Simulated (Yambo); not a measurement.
Mg2Si (space group Fm-3m, No. 225): a test of whether the lowest BSE state is resolved, against the k mesh (Yambo, LDA bands; otherwise 4 valence and 7 conduction bands, static screening with 34 bands and a 4 Ry block, scissor 0.61 eV, Tamm-Dancoff).

| k mesh | direct gap (eV) | lowest state (eV) | difference (eV) | k points taking part | rough cost |
|---|---|---|---|---|---|
| 4×4×4 | 2.59 | 2.46 | 0.13 | 4.7 | about 1/30 |
| 6×6×6 | 2.59 | 2.50 | 0.09 | 1.6 | about 1/4 |
| 8×8×8 | 2.59 | 2.52 | 0.07 | 1.1 | 1 |

The last step moves the difference by 0.01 eV. Even the densest mesh doesn't resolve the state: none of these energies is a result, and the difference is no binding energy.

These are vertical excitations (zero momentum); the indirect quasiparticle gap, about 0.71 eV, is smaller than the direct one (2.59 eV on the GW mesh). The scissor comes from a G0W0 run whose convergence isn't established; costs are rough.

Geometry relaxed with LDA; primitive cell a = b = c = 4.426 Å, α = β = γ = 60.00°.
